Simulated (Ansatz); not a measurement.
GeSe:
```
GeSe
1.0
    3.93159     0.00000     0.00000
    0.00000     5.77066     0.00000
    0.00000     0.00000     4.25861
Ge Se
2 2
Direct
  0.00000   0.23277   0.57960
  0.50000   0.76723   0.07960
  0.00000   0.76113   0.67040
  0.50000   0.23887   0.17040
```

Relaxed with PBE+D3(BJ).

**Question.** Which orbitals make up the states near the band edges in plane-wave PAW PBE+D3(BJ) (Ansatz code)?

**Answer.** Top 1 eV of the valence band: Se 4p 59 %, Ge 4p 19 %, Ge 4s 19 %. Bottom 1 eV of the conduction band: Ge 4p 72 %, Se 4p 12 %, Se 4s 11 %. Projections are on Löwdin-orthogonalised atomic valence shells; empty p or d shells of many metals are not among them.

**Question.** Tabulate the density of states.

**Answer.** States/eV per cell of 4 atoms, in 0.25 eV bins, energy from the valence-band maximum.

```
E (eV)  total  Se 4p  Ge 4p  Ge 4s
------  -----  -----  -----  -----
-7.85    3.37   0.76   0.07   2.31
-7.60    2.14   0.46   0.05   1.41
-7.35    1.23   0.26   0.02   0.78
-7.10    0.65   0.14   0.01   0.39
-6.85    0.50   0.10   0.01   0.29
-6.60    0.38   0.07   0.01   0.22
-6.35    0.26   0.05   0.01   0.15
-6.10    0.17   0.03   0.01   0.10
-5.85    0.11   0.02   0.01   0.05
-5.60    0.00   0.00   0.00   0.00
-5.35    0.01   0.00   0.00   0.00
-5.10    0.49   0.25   0.20   0.04
-4.85    1.71   0.92   0.70   0.07
-4.60    1.73   0.97   0.69   0.05
-4.35    1.70   0.97   0.64   0.05
-4.10    2.09   1.23   0.76   0.06
-3.85    2.24   1.36   0.78   0.06
-3.60    3.03   1.91   0.99   0.07
-3.35    3.21   2.09   0.99   0.07
-3.10    3.22   2.15   0.93   0.08
-2.85    3.33   2.26   0.91   0.10
-2.60    3.60   2.52   0.90   0.11
-2.35    3.42   2.48   0.76   0.11
-2.10    3.15   2.31   0.64   0.13
-1.85    2.46   1.71   0.52   0.17
-1.60    1.62   0.92   0.43   0.23
-1.35    2.01   1.11   0.52   0.32
-1.10    2.61   1.45   0.64   0.44
-0.85    2.51   1.45   0.54   0.44
-0.60    2.22   1.33   0.40   0.41
-0.35    1.58   0.91   0.27   0.34
-0.10    0.05   0.03   0.00   0.01
0.15     0.00   0.00   0.00   0.00
0.40     0.00   0.00   0.00   0.00
0.65     0.04   0.01   0.03   0.00
0.90     0.28   0.03   0.19   0.01
1.15     1.17   0.13   0.84   0.02
1.40     1.85   0.23   1.33   0.04
1.65     2.80   0.42   1.99   0.07
1.90     3.23   0.55   2.29   0.08
2.15     2.78   0.55   1.92   0.07
2.40     2.89   0.63   1.93   0.07
2.65     3.13   0.74   1.98   0.07
2.90     3.46   0.84   2.06   0.07
3.15     3.50   0.86   2.04   0.05
3.40     2.81   0.74   1.66   0.04
3.65     2.38   0.67   1.43   0.03
3.90     3.06   0.87   1.85   0.03
4.15     2.78   0.82   1.60   0.03
4.40     2.61   0.80   1.42   0.02
4.65     2.36   0.74   1.26   0.02
4.90     2.07   0.66   1.08   0.02
5.15     1.61   0.53   0.82   0.01
5.40     1.38   0.43   0.64   0.01
```

Space group Pmn2_1. The start of the workflow was typed in or built on a structure type; neither database checked (COD, Materials Project) lists it. It is not the phase usual at ambient conditions (space group No. 62). The cell was relaxed with PBE+D3(BJ) under the symmetry of its start; whether a distortion lowers the energy is not shown. The volume moved by -20 % from the start of the relaxation. Spin–orbit coupling is left out wherever it is not named.

Potentials: the earlier of the program's two PAW sets.
